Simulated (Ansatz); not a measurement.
# Lu4Ni16Au4N: frames of a relaxation, N_i, charge +0, atoms relaxed at the host's cell

Level of theory: PBEsol, no spin polarisation, scalar-relativistic; Ansatz, plane waves to 420 eV (PAW set soft_2), k-mesh 3×3×3.

Positions in Å and forces in eV/Å; free energies count from the last frame.

```
25
Lattice="6.812 0.000 0.000 0.000 -6.812 0.000 0.000 0.000 -6.812" Properties=species:S:1:pos:R:3:forces:R:3 pbc="T T T" step=1 dE=4.329eV
Au    1.703   -1.703   -1.703   -0.112   -0.130    0.029
Au    5.109   -5.109   -1.703   -0.313   -0.065   -0.079
Au    5.109   -1.703   -5.109   -0.046   -0.048    0.037
Au    1.694   -5.112   -5.091    1.626    1.353    5.123
Lu    3.406   -6.812   -3.406    0.107   -0.107   -0.017
Lu    0.000   -3.406   -3.406   -0.157    0.170   -0.127
Lu   -0.006   -6.767    0.026  -11.187  -12.268    0.239
Lu    3.406   -3.406    0.000    0.480    0.546    0.118
Ni    2.511   -5.879   -0.828    4.969   -1.985   -1.977
Ni    5.964   -2.558   -0.848    0.043   -0.043   -0.086
Ni    5.964   -5.964   -4.254   -0.240   -0.072    0.229
Ni    2.558   -2.558   -4.254    0.036    0.023   -0.026
Ni    2.558   -0.848   -5.964    0.272   -0.405    0.102
Ni    5.964   -4.254   -5.964   -0.492    0.380    0.201
Ni    5.964   -0.848   -2.558    0.024    0.022   -0.024
Ni    2.558   -4.254   -2.558    0.178    0.224   -0.691
Ni    4.254   -5.964   -5.964    0.145   -0.028    0.062
Ni    0.848   -2.558   -5.964   -0.031    0.257   -0.002
Ni    0.848   -5.964   -2.558   -0.268   -0.371   -0.801
Ni    4.254   -2.558   -2.558   -0.007    0.003   -0.016
Ni    4.254   -0.848   -0.848   -0.174    0.117   -0.084
Ni    0.877   -4.303   -0.856   -2.077    7.996   -4.007
Ni    0.848   -0.848   -4.254   -0.060   -0.211    0.152
Ni    4.254   -4.254   -4.254   -0.005    0.029   -0.031
N     1.148   -5.557   -0.010    7.289    4.612    1.676
```

```
25
Lattice="6.812 0.000 0.000 0.000 -6.812 0.000 0.000 0.000 -6.812" Properties=species:S:1:pos:R:3:forces:R:3 pbc="T T T" step=3 dE=0.221eV
Au    1.677   -1.706   -1.704    0.044    0.205   -0.078
Au    5.089   -5.129   -1.708    0.076    0.005   -0.071
Au    5.076   -1.727   -5.077   -0.002   -0.003   -0.030
Au    1.740   -5.076   -4.894    0.025    0.017    0.304
Lu    3.416   -6.851   -3.413   -0.006    0.052    0.018
Lu   -0.044   -3.388   -3.420    0.053   -0.019    0.076
Lu   -0.110   -6.916    0.006   -1.261   -1.357    0.237
Lu    3.433   -3.384    0.029   -0.107   -0.074   -0.014
Ni    2.687   -5.901   -0.922    0.665   -0.420   -0.082
Ni    5.917   -2.595   -0.857    0.054    0.108   -0.022
Ni    5.946   -5.977   -4.228   -0.014   -0.002    0.000
Ni    2.558   -2.531   -4.275   -0.039   -0.014   -0.022
Ni    2.535   -0.840   -5.966    0.048   -0.043   -0.015
Ni    5.988   -4.286   -5.983   -0.044    0.064    0.024
Ni    5.933   -0.872   -2.558    0.015    0.019    0.047
Ni    2.560   -4.270   -2.675    0.200    0.237    0.373
Ni    4.274   -5.997   -5.941    0.006    0.044   -0.108
Ni    0.799   -2.516   -5.924    0.110    0.001   -0.124
Ni    0.794   -5.975   -2.507    0.092    0.008   -0.114
Ni    4.221   -2.589   -2.551    0.002    0.014   -0.065
Ni    4.209   -0.889   -0.856    0.103    0.025   -0.039
Ni    0.952   -4.060   -0.923   -0.591    0.742   -0.372
Ni    0.839   -0.844   -4.215   -0.049   -0.045   -0.028
Ni    4.286   -4.241   -4.289   -0.025   -0.079   -0.011
N     1.270   -5.474   -0.036    0.647    0.514    0.118
```

```
25
Lattice="6.812 0.000 0.000 0.000 -6.812 0.000 0.000 0.000 -6.812" Properties=species:S:1:pos:R:3:forces:R:3 pbc="T T T" step=9 dE=0.000eV
Au    1.682   -1.710   -1.712    0.004    0.001    0.000
Au    5.093   -5.120   -1.711    0.002    0.000   -0.002
Au    5.077   -1.726   -5.151    0.000    0.002    0.003
Au    1.683   -5.119   -4.772    0.002   -0.001    0.012
Lu    3.442   -6.881   -3.441    0.008   -0.008    0.008
Lu   -0.078   -3.360   -3.441   -0.009    0.007    0.009
Lu    0.026   -6.777    0.037    0.017    0.018   -0.015
Lu    3.309   -3.494    0.035   -0.013   -0.012   -0.006
Ni    2.723   -6.126   -0.973   -0.012    0.008    0.008
Ni    5.883   -2.525   -0.849    0.000    0.000   -0.008
Ni    5.948   -5.961   -4.246    0.002   -0.001    0.006
Ni    2.521   -2.575   -4.255   -0.002    0.000    0.006
Ni    2.583   -0.924   -5.971    0.004   -0.005    0.002
Ni    5.879   -4.221   -5.971   -0.004    0.005    0.002
Ni    5.958   -0.845   -2.556   -0.003   -0.005    0.006
Ni    2.551   -4.253   -2.546   -0.004    0.000   -0.018
Ni    4.300   -6.029   -5.967    0.001   -0.002   -0.001
Ni    0.774   -2.503   -5.967   -0.003   -0.001   -0.001
Ni    0.819   -5.985   -2.534    0.000    0.002   -0.019
Ni    4.218   -2.585   -2.562    0.001   -0.003    0.005
Ni    4.278   -0.921   -0.849   -0.002    0.002   -0.007
Ni    0.676   -4.081   -0.974    0.010   -0.006    0.006
Ni    0.843   -0.855   -4.246   -0.001    0.004    0.004
Ni    4.228   -4.282   -4.255   -0.001   -0.003    0.005
N     1.630   -5.172   -0.008    0.004   -0.004   -0.006
```

Caveats: a metal with Cr, Mn, Fe, Co or Ni was run without spin, and may be magnetic.
